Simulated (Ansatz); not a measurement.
## AlCu3: a phonon run with finite displacements of 0.003 Å in the cell itself

These are results of DFT LDA, scalar-relativistic, plane waves, PAW (Ansatz 0.2.0), not measurements.

Launched with:
```bash
ansatz run input.yaml --threads 1 --pin off --max-ram 3072MiB --backend cpu --events-out ev --progress --plain --runs-dir out
```

Input (bare energies are in eV):
```yaml
crystal:
  lattice:
    - [0.0, 2.8500014746, 2.8500014746]
    - [2.8500014746, 0.0, 2.8500014746]
    - [2.8500014746, 2.8500014746, 0.0]
  atoms:
    - { symbol: Al, position: [0.0, 0.0, 0.0] }
    - { symbol: Cu, position: [0.5, 0.5, 0.5] }
    - { symbol: Cu, position: [0.25, 0.25, 0.25] }
    - { symbol: Cu, position: [0.75, 0.75, 0.75] }
basis:
  ecutwfc: 420
kpoints:
  mp_grid: { grid: [12, 12, 12] }
hamiltonian:
  xc: lda
scf:
  occupations: { method: fermi_dirac, width: 0.15 }
output:
  eigenvalues: true
phonons:
  method: fd
  amplitude: 0.003
  supercell: [1, 1, 1]
  dielectric: false
```

From the output:
```
--- Phonons: 4 displaced members + reference (amplitude 0.003 Å, Σ member SCF iterations 30) ---
  symmetry images taken by strict's conditions (phonons.symmetry_images: auto; settled by a core's charge or kinetic-energy density on sites where symmetry forbids the force that would show it, while other sites can bear one)
  ASR residual: 6.585e-4 → 0.000e0 eV/Å²; symmetrization residual: 1.398e-4 eV/Å²
  largest component of a force at the reference: 1.9e-17 eV/Å
  ASR residual per site (eV/Å²): 1.83e-4 6.59e-4 3.51e-4 3.51e-4
  Γ frequencies (cm⁻¹): 0.00 0.00 0.00 166.45 166.45 166.45 200.36 200.36 200.36 305.65 305.65 305.65
  density of states and harmonic sums: on the 19×19×19 q-mesh, interpolated from the force constants of a 1×1×1 supercell (no non-analytic term)
  largest difference from the sums on the solved wave vectors: F 4.81e-1 eV, S 7.39e-4 and C_V 2.58e-4 eV/K
  zero-point energy: 0.142600 eV/cell skipped modes (ω ≤ 0): 3   left out of the sums: 3.64e-5 of the cell's modes: C_V's classical limit lies that fraction below 3 k_B per atom; for a crystal, a wire or a layer, F and S can be off by ...
```

It took 71 s on 1 thread of Intel(R) Xeon(R) Platinum 8488C (Sapphire Rapids) (shared host), peak memory 0.6 GiB.

Beside the reference run (Cutoff 420 eV, 12×12×12 k-points (Γ-centred), Fermi-Dirac smearing of 0.15 eV. No spin polarisation. Phonons by linear response, acoustic sum rule imposed.), the optical modes at Γ (cm⁻¹, by rank, those that always equal the one before left out, no LO field; i marks imaginary):
| setting | mode 1 | mode 4 | mode 7 |
| --- | --- | --- | --- |
| reference run | 166 | 200 | 306 |
| finite displacements of 0.003 Å in the cell itself | 166 | 200 | 306 |

In a metal, frequencies and elastic constants depend on the k mesh and the smearing, soft modes and shear constants most.